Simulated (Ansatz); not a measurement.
**BaHg (Pm-3m): from strained cells to moduli**

```
CELL_PARAMETERS angstrom
4.02351 0.00000 0.00000
0.00000 4.02351 0.00000
0.00000 0.00000 4.02351
ATOMIC_POSITIONS crystal
Ba 0.00000 0.00000 0.00000
Hg 0.50000 0.50000 0.50000
```

The conventional cell has a = 4.024 Å, b = 4.024 Å, c = 4.024 Å, α = 90.00°, β = 90.00°, γ = 90.00°. Ba (atom 1) has 8 Hg at 3.48 Å as nearest neighbours. Hg (atom 2) is surrounded by 8 Ba at 3.48 Å.

Computed, not measured; unless marked otherwise by LDA, all-electron LAPW in Ansatz 0.2.0, scalar-relativistic. k mesh 10×10×10, strains of ±0.008, Fermi-Dirac smearing of 0.050 eV, basis error target 1 meV/atom. The cell was relaxed by PAW under this functional, which moved its volume by -11 % from the database entry's. This phase needn't be the one found at ambient conditions.

The cell is cubic and carries a residual pressure of -0.02 GPa at this level. Each strain component that symmetry leaves independent is applied at ±0.008, the ions relax wherever a strain frees them, and the stress (tension positive, GPa) is read. Shears are engineering strains, γ = 2ε.

```csv
strain,size,σxx,σyy,σzz,σyz,σxz,σxy
xx,-0.008,-0.4148,-0.1598,-0.1598,0.0000,0.0000,0.0000
xx,+0.008,0.4476,0.2003,0.2003,0.0000,0.0000,0.0000
yz,-0.008,0.0218,0.0228,0.0228,-0.1686,0.0000,0.0000
yz,+0.008,0.0218,0.0228,0.0228,0.1686,0.0000,0.0000
```

A central difference gives one constant, for example C11 ≈ (0.4476 − (-0.4148))/(0.016) = 53.9 GPa; the program then imposes the crystal's symmetry on the whole matrix.

Question: What are the independent elastic constants?

Answer: C11 = 53.9, C12 = 22.5, C44 = 21.1 GPa.

Question: Do they meet the Born conditions?

Answer: C11 − C12 = 31.4, C11 + 2C12 = 98.9 and C44 = 21.1 GPa must all be positive, so the crystal is elastically stable; that says nothing yet of its phonons.

Question: What moduli does a random aggregate of grains have?

Answer: B = (C11 + 2C12)/3 = 33.0 GPa. G_V = (C11 − C12 + 3C44)/5 = 18.9 and G_R = 5(C11 − C12)C44/(4C44 + 3(C11 − C12)) = 18.5, so G_H = 18.7 GPa. Then E = 9BG/(3B + G) = 47.2 GPa, ν = (3B − 2G)/(6B + 2G) = 0.261 and B/G = 1.76, on the ductile side of Pugh's 1.75 (a rule of thumb).

Question: With the density of 8.615 g/cm³, how fast does sound travel, and what Debye temperature follows?

Answer: 

| direction | slow (m/s) | middle (m/s) | fast (m/s) |
| --- | --- | --- | --- |
| [100] | 1564 | 1564 | 2501 |
| [110] | 1350 | 1564 | 2623 |
| [111] | 1425 | 1425 | 2662 |

The mean of v⁻³ over directions and branches gives v_m = 1636 m/s and θ_D = (ħ/k_B) v_m (6π²n)^(1/3) = 153 K, n being atoms per volume. Young's modulus spans 41 to 52 GPa over directions, and the universal anisotropy index is 0.10.

Question: How far do the constants move if PAW replaces LAPW in the same cell?

Answer: 

```
constant  LAPW (GPa)  PAW (GPa)  difference
     C11        53.9       53.9         0.0
     C12        22.5       22.5         0.0
     C44        21.1       21.1         0.0
```

Question: How far do the constants move if all-electron PAW (datasets made for the crystal) replaces LAPW in the same cell?

Answer: 

```json
{"constant": "C11", "LAPW (GPa)": "53.9", "all-electron PAW (datasets made for the crystal) (GPa)": "53.8", "difference": "-0.1"}
{"constant": "C12", "LAPW (GPa)": "22.5", "all-electron PAW (datasets made for the crystal) (GPa)": "22.5", "difference": "0.0"}
{"constant": "C44", "LAPW (GPa)": "21.1", "all-electron PAW (datasets made for the crystal) (GPa)": "21.0", "difference": "-0.1"}
```

Question: What happens at 20 GPa (cell relaxed there)?

Answer: The volume falls to 0.7440 of its value, and C11 = 120.3, C12 = 112.6, C44 = 52.6 GPa (slopes of the stress), in this structure whether or not another phase takes over.

Caveats: responses of metals move with mesh and smearing; no spin-orbit coupling on heavy atoms; the frozen-core PAW files of the compared runs were fitted under PBE, their cores solved anew for this functional.
